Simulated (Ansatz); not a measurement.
Sc (hcp (Mg type), P6_3/mmc) at seven volumes, DFT-r²SCAN+D4 in the program Ansatz with PAW potentials, shape and atoms relaxed at each. One row is withheld.

```json
[
 {"V (Å³/atom)": "22.453", "P (GPa)": "6.08"},
 {"V (Å³/atom)": "23.193", "P (GPa)": "3.80"},
 {"V (Å³/atom)": "23.933", "P (GPa)": "1.78"},
 {"V (Å³/atom)": "24.673", "P (GPa)": "0.00"},
 {"V (Å³/atom)": "25.414", "P (GPa)": "-1.58"},
 {"V (Å³/atom)": "26.154", "P (GPa)": "?"},
 {"V (Å³/atom)": "26.894", "P (GPa)": "-4.19"}
]
```

Q: Fit the shown pressures and predict the withheld one.

A: P = (3/2)B₀(x^(7/2) − x^(5/2))[1 + (3/4)(B′ − 4)(x − 1)] with x = (V₀/V)^(2/3). Least squares on the six rows gives V₀ = 24.673 Å³/atom, B₀ = 55.8 GPa, B′ = 3.14. At V = 26.154, x = 0.9619 and P = -2.97 GPa. The run itself gave -2.97 GPa.

Symmetry was held in the r²SCAN+D4 relaxation. The run is not spin-polarised. The pairwise dispersion correction was not fitted to metals.

Potentials: the later of the program's two PAW sets.
